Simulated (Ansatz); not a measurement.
CdF2:
```cif
data_Cd4F8
_chemical_formula_sum 'Cd4 F8'
_space_group_name_H-M_alt 'Fm-3m'
_space_group_IT_number 225
_space_group_name_Hall '-F 4 2 3'
_cell_length_a 5.38393
_cell_length_b 5.38393
_cell_length_c 5.38393
_cell_angle_alpha 90.000
_cell_angle_beta 90.000
_cell_angle_gamma 90.000
loop_
_atom_site_label
_atom_site_type_symbol
_atom_site_symmetry_multiplicity
_atom_site_Wyckoff_symbol
_atom_site_fract_x
_atom_site_fract_y
_atom_site_fract_z
_atom_site_occupancy
Cd1 Cd 4 a 0.00000 0.00000 0.00000 1
F1 F 8 c 0.25000 0.25000 0.25000 1
```
(The calculation used a cell of 3 atoms; values per cell refer to that cell.)

Relaxed with PBEsol. 

Q: HSE06 on this cell (Ansatz, a first-principles code, PAW) gives a gap of 5.22 eV. What does PBEsol give?

A: 2.94 eV.

Cost on shared cores: the PBEsol run (SCF on a 9×9×9 mesh, then bands and DOS) about 11 core-seconds (a rough figure), the HSE06 run (SCF on 7×7×7, then a few points) very roughly 2.3 core-minutes; the tasks are unlike.

The cell was relaxed with PBEsol under the symmetry of its start. Scalar-relativistic: spin–orbit coupling is off unless named, which matters more the heavier the elements.

Potentials: the later of the program's two PAW sets.

Ansatz is a plane-wave DFT program.
